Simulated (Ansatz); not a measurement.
Clean, relaxed (110) surface of TiAl$_{3}$, space group I4/mmm (No. 139) (top face towards +c; atoms held fixed, by place in the list: 1, 2, 3, 4, 5, 6):

```xyz
12
Lattice="5.0246 0.0000 0.0000 2.1591 4.5371 0.0000 0.0000 0.0000 23.7079" Properties=species:S:1:pos:R:3 pbc="T T T"
Al    2.5123    0.0000    8.5000
Al    1.0795    2.2686    8.5000
Ti    3.5918    2.2686    9.8416
Al    0.0000    0.0000    9.8416
Al    1.0795    2.2686   11.1831
Al    2.5123    0.0000   11.1831
Ti    0.0000    0.0000   12.5468
Al    3.5918    2.2686   12.5107
Al    2.5123    0.0000   13.9678
Al    1.0795    2.2686   13.9678
Ti    3.5918    2.2686   15.1324
Al    0.0000    0.0000   15.3387
```

These are results of DFT PBE+D3(BJ), scalar-relativistic, plane waves, PAW in Ansatz 0.2.0, not measurements. Settings: cutoff 420 eV, Γ-centred mesh 7×7×1 on the computed 12-atom cell, Gaussian smearing of 0.10 eV; no spin polarisation. The cell repeats along c with a dipole correction in the vacuum.

I (atom) is adsorbed on the top face, one adsorbate per 22.8 Å², and relaxed from 3 starting sites (fractions of a and b). The adsorption energy is E(slab + adsorbate) − E(slab) − E(free adsorbate, spin-polarised where open-shell). Heights count from the highest slab atom after relaxation. Δφ is the top face's. Δp counts per cell along +c. Bonded neighbours lie within 1.25 times the sum of covalent radii (1.35 for H) and, on that scale, within 12 % of the closest. With the adsorbate the cell is lengthened along c to keep the vacuum.

```
                         start ends at E_ads (eV) height (Å) shortest contact  Δφ (eV)  Δp (e·Å)
      top (Al) at (0.00, 0.00) (0.00, 0.00), 1 bonded neighbour (Al)       -3.19        2.42       I–Al 2.56 Å    -0.13    +0.016
bridge (Al-Ti) at (0.75, 0.25) (0.77, 0.23), 1 bonded neighbour (Ti)       -3.67        2.26       I–Ti 2.70 Å    -0.17    +0.018
      top (Ti) at (0.50, 0.50) (0.50, 0.50), 1 bonded neighbour (Ti)       -3.46        2.52       I–Ti 2.58 Å    +0.70    -0.084
```

Among the sites tried, the lowest end comes from the bridge (Al-Ti) at (0.75, 0.25) start; other sites may lie lower.

Each end is the local minimum or symmetric point that its start leads to. The slab is only 6.7 Å thick, so the energies aren't converged with thickness.

Spin polarisation was left out, and a magnetic state may lie lower.

Cost: 4 runs of about 25 core-minutes in all, on Intel Xeon Processor @ 2.70GHz (shared hosts).